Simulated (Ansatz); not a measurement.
SrAs2Ru2: do energies and stresses tell the same story?

These are results of Ansatz 0.2.0, DFT r2SCAN, scalar-relativistic, plane waves, PAW, not measurements.

Settings: cutoff 500 eV, Γ-centred mesh 12×12×12 on the computed 5-atom cell, Gaussian smearing of 0.10 eV; no spin polarisation.

Relaxed cell: I4/mmm, a = 4.167 Å, b = 4.167 Å, c = 11.446 Å, α = 90.00°, β = 90.00°, γ = 90.00°, 5 atoms in the primitive cell. Whether it is the stable form of this composition wasn't checked.

Energies at zero smearing and pressures from the stress tensor, at volumes with shape and atoms relaxed:
```csv
V (Å³/atom),E − E(first) (meV/atom),P (GPa)
18.679,0.00,4.58
19.275,-12.78,2.37
19.871,-17.22,0.00
20.468,-13.13,-2.14
21.064,-1.68,-3.97
```

Question: Check P = −dE/dV between neighbouring volumes, and get the bulk modulus from the pressures alone.

Answer: With 1 eV/Å³ = 160.2 GPa:
```tsv
middle V (Å³/atom)	−ΔE/ΔV (GPa)	mean P (GPa)
18.977	3.436	3.479
19.573	1.193	1.185
20.170	-1.101	-1.074
20.766	-3.078	-3.058
```

The two differ by 0.04 GPa at most. The mean of two end pressures misses the average over a step by about ΔV² P″/12, up to 0.04 GPa here; with that taken off 0.08 GPa remains, from the smearing term (the stress is the derivative of the free energy), the finite cutoff, the mesh or the relaxation's tolerance. Around V = 19.871 Å³/atom, the two neighbours give B = −V ΔP/ΔV = 19.871 × 4.52 / 1.192 = 75.3 GPa, against B0 = 73.0 GPa from the Birch–Murnaghan fit of the energies, which describes these points poorly (B0' = 1.0).

Cost: 6 runs of about 42 core-minutes in all, on Arm Neoverse V1 (shared hosts).